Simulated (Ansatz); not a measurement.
Relaxed-ion elastic tensor of Cd (simple rhombohedral, R-3m) in GPa (Voigt order), DFT-PBEsol in the program Ansatz with PAW potentials; density 8.85 g/cm³, 21.08 Å³ per atom.

```
      1     2     3     4     5     6
-  ----  ----  ----  ----  ----  ----
1  57.8  53.2  49.0  -6.1   0.0   0.0
2  53.2  57.8  49.0   6.1   0.0   0.0
3  49.0  49.0   111   0.0   0.0   0.0
4  -6.1   6.1   0.0  17.8   0.0   0.0
5   0.0   0.0   0.0   0.0  17.8  -6.1
6   0.0   0.0   0.0   0.0  -6.1   2.3
```

Problem. Is the crystal mechanically stable?

Solution. On the edge, within the error: the smallest eigenvalue of C is 0.2 GPa.

Problem. Work out the Voigt and Reuss bounds. Is their mean of use?

Solution. K_V = 58.8, K_R = 54.9; G_V = 12.6, G_R = 0.5 GPa. The bounds lie so far apart that a Hill average or a Debye temperature from it would say little.

The first step of the workflow began from a Materials Project structure, measured or hypothetical; the Crystallography Open Database copy checked does not list it. It is not the phase usual at ambient conditions (space group No. 194). Symmetry was held in the PBEsol relaxation; whether a distortion lowers the energy is not shown. As this level gives no gap, shear constants depend on the k-mesh and smearing (Fermi–Dirac, 0.1 eV here).

Potentials: the later of the program's two PAW sets.
